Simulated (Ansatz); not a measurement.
# Relaxing NbBr$_{3}$ in the ReO3 type

First guess:

```yaml
crystal:
  lattice:
    - [5.11065, 0.00000, 0.00000]
    - [0.00000, 5.11065, 0.00000]
    - [0.00000, 0.00000, 5.11065]
  atoms:
    - { symbol: Nb, position: [0.00000, 0.00000, 0.00000] }
    - { symbol: Br, position: [0.50000, 0.00000, 0.00000] }
    - { symbol: Br, position: [0.00000, 0.50000, 0.00000] }
    - { symbol: Br, position: [0.00000, 0.00000, 0.50000] }
```

Method: DFT, r2SCAN, PAW with Ansatz's default frozen-core files, scalar-relativistic (Ansatz 0.2.0).

Cell and atoms relax within the symmetry of the start on a 7×7×7 k mesh with 0.08 eV Fermi–Dirac smearing.

The start is built from a prototype, known or not as a phase of this compound; the cutoff is 500 eV.

Q: What is the pressure of the first guess?

A: 1.82 GPa.

Q: What does it relax to?

A: a = 5.171 Å, b = 5.171 Å, c = 5.171 Å, α = 90.00°, β = 90.00°, γ = 90.00° (conventional cell), 34.57 Å³ per atom:
```cif
data_structure
_symmetry_space_group_name_H-M 'Pm-3m'
_symmetry_Int_Tables_number 221
_cell_length_a 5.1710
_cell_length_b 5.1710
_cell_length_c 5.1710
_cell_angle_alpha 90.000
_cell_angle_beta 90.000
_cell_angle_gamma 90.000
_cell_volume 138.27
loop_
_atom_site_label
_atom_site_type_symbol
_atom_site_symmetry_multiplicity
_atom_site_Wyckoff_symbol
_atom_site_fract_x
_atom_site_fract_y
_atom_site_fract_z
_atom_site_occupancy
Nb1 Nb 1 a 0.00000 0.00000 0.00000 1
Br1 Br 3 d 0.50000 0.00000 0.00000 1
```

Q: How much energy does the relaxation release?

A: 7 meV/atom.
